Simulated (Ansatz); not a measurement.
BN:
```
CELL_PARAMETERS angstrom
      2.55861     0.00000     0.00000
     -1.27930     2.21582     0.00000
      0.00000     0.00000     8.40933
ATOMIC_POSITIONS crystal
  B  0.00000 0.00000 0.99978
  B  0.00000 0.00000 0.49978
  B  0.66667 0.33333 0.75047
  B  0.33333 0.66667 0.25047
  N  0.00000 0.00000 0.81315
  N  0.00000 0.00000 0.31315
  N  0.66667 0.33333 0.56223
  N  0.33333 0.66667 0.06223
```

Relaxed with PBE.

**Question.** Map the valence electron density (e/Å³), cut off at 2 on the plane through (0.000, 0.000, 1.000) spanned by u = [0, 0, 1] and v = [1, -1, 0] in lattice vectors, from plane-wave PAW PBE (Ansatz code).

**Answer.** x is the fraction of u, y of v (the angle between them is 90°; rows are the nearest grid lines); atoms in the plane: B at (0.00, 0.00), B at (0.50, 0.00), B at (0.75, 0.67), B at (0.25, 0.33), N at (0.81, 0.00), N at (0.31, 0.00), N at (0.56, 0.67), N at (0.06, 0.33).
```
y \ x   0.000  0.100  0.175  0.275  0.375  0.450  0.550  0.625  0.725  0.825  0.900   1.00
------  -----  -----  -----  -----  -----  -----  -----  -----  -----  -----  -----  -----
1.00    0.216  0.292  0.186   2.00   2.00  0.868  0.571  0.179  0.859   2.00   1.57  0.216
0.909   0.600  0.297  0.177   2.00   1.43  0.685  0.853  0.252  0.727   2.00  0.955  0.600
0.864   0.542  0.268  0.158   1.24  0.775  0.526   1.13  0.392  0.668   1.79  0.574  0.542
0.773   0.237  0.163  0.102  0.323  0.194  0.369   2.00   1.20  0.703  0.703  0.195  0.237
0.682   0.122  0.095  0.067  0.132  0.085  0.374   2.00   2.00  0.473  0.485  0.114  0.122
0.636   0.129  0.102  0.070  0.141  0.088  0.369   2.00   2.00  0.501  0.490  0.116  0.129
0.545   0.322  0.316  0.167  0.302  0.137  0.278   1.96  0.945  0.515  0.432  0.133  0.322
0.455   0.977   1.42  0.518  0.635  0.186  0.156  0.438  0.236  0.221  0.241  0.124  0.977
0.364    1.91   2.00   1.06  0.469  0.183  0.091  0.141  0.081  0.104  0.121  0.102   1.91
0.318    1.97   2.00   1.11  0.418  0.181  0.088  0.132  0.076  0.099  0.115  0.100   1.97
0.227    1.35   1.89  0.637   1.00  0.291  0.162  0.254  0.122  0.190  0.308  0.175   1.35
0.136   0.967  0.604  0.279   1.68  0.848  0.430  0.528  0.179  0.459   1.47  0.554  0.967
0.0909  0.790  0.398  0.214   2.00   1.47  0.642  0.636  0.189  0.646   2.00  0.945  0.790
0.000   0.216  0.292  0.186   2.00   2.00  0.868  0.571  0.179  0.859   2.00   1.57  0.216
```

The density is the valence pseudo-density with augmentation charge, so density and ELF within about 1 Å of a nucleus are not all-electron values.

Space group P6_3mc. The cell is a constructed one: a structure type filled with these elements. Its sites differ from those of the usual phase in this space group: another stacking or structure type. The PBE relaxation kept the symmetry of its start; phonons on a q-mesh show no instability.

Potentials: the later of the program's two PAW sets.
